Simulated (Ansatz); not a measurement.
**Tetragonal deformation path in Ca**

These are results of DFT LDA, scalar-relativistic, plane waves, PAW in Ansatz 0.2.0, not measurements. The runs took a 420 eV cutoff, a Γ-centred 16×16×16 mesh and Gaussian smearing (0.15 eV). No spin polarisation. Energies are free energies at this smearing, counted from the undisturbed cell; pressure is positive in compression.

The undisturbed cell (as given, not relaxed at this level; it stands at -2.5 GPa; this bcc form isn't the usual structure):

```
Ca
1.0
    -2.24000    2.24000    2.24000
     2.24000   -2.24000    2.24000
     2.24000    2.24000   -2.24000
Ca
1
Direct
  0.00000 0.00000 0.00000
```

At fixed volume and fractional coordinates, lengths along (0.000, 0.000, 1.000) are scaled against those across it; ρ is that ratio over its starting value. The cell is metallic on the mesh throughout.

| ρ | ΔE (meV/atom) |
| --- | --- |
| 0.707 | 111.5 |
| 0.780 | 35.5 |
| 0.850 | 6.9 |
| 1.000 | 0.0 |
| 1.200 | -6.8 |
| 1.414 | -15.4 |

**Question.** Predict the pressure (GPa) at each point.

**Answer.**
| ρ | pressure (GPa) |
| --- | --- |
| 0.707 | -1.8 |
| 0.780 | -2.2 |
| 0.850 | -2.4 |
| 1.000 | -2.5 |
| 1.200 | -2.5 |
| 1.414 | -2.5 |